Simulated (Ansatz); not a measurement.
BP:
```xyz
4
Lattice="3.0696 0.0000 0.0000 -1.5348 2.6583 0.0000 0.0000 0.0000 5.0611" Properties=species:S:1:pos:R:3 pbc="T T T"
B      0.0000     0.0000     0.0000
B      0.0000     0.0000     2.5306
P      0.0000     1.7722     1.2653
P      1.5348     0.8861     3.7958
```

Relaxed with r²SCAN. Special points in fractions of this cell's reciprocal vectors: Γ (0.000, 0.000, 0.000); M (0.500, 0.000, 0.000); K (0.333, 0.333, 0.000); A (0.000, 0.000, 0.500); L (0.500, 0.000, 0.500); H (0.333, 0.333, 0.500).

### Question
List the band energies nearest the Fermi level at these points for the program Ansatz at the r²SCAN level (PAW).

### Answer
In eV from the Fermi level; about four levels below and three above (degenerate sets whole), none deeper than 8.9 eV; points with the same levels are listed once.

```csv
k,below,above
Γ,-1.31 -1.31,0.26 1.04 1.04
M,-7.76 -7.09 -6.36 -4.63,0.61 0.90 1.11
K,-5.49 -5.49 -4.78 -4.78 -4.76,5.03 8.03 8.03
A,-0.26 -0.26 -0.26 -0.26,3.78 3.78 3.78 3.78
L,-2.31 -2.31 -0.48 -0.48,3.09 3.09 6.95 6.95
H,-8.20 -8.20,0.00 0.00 0.28 0.28
```

Space group P6_3/mmc (NiAs type). The cell is a constructed one: a structure type filled with these elements; neither database checked (COD, Materials Project) lists it. It is not the phase usual at ambient conditions (space group No. 216). The r²SCAN relaxation kept the symmetry of its start; its stability against distortions is not shown here.

Potentials: the earlier of the program's two PAW sets. The files were generated under PBE; for other functionals the program regenerates the frozen cores, and for LDA and PBEsol the local potential too.
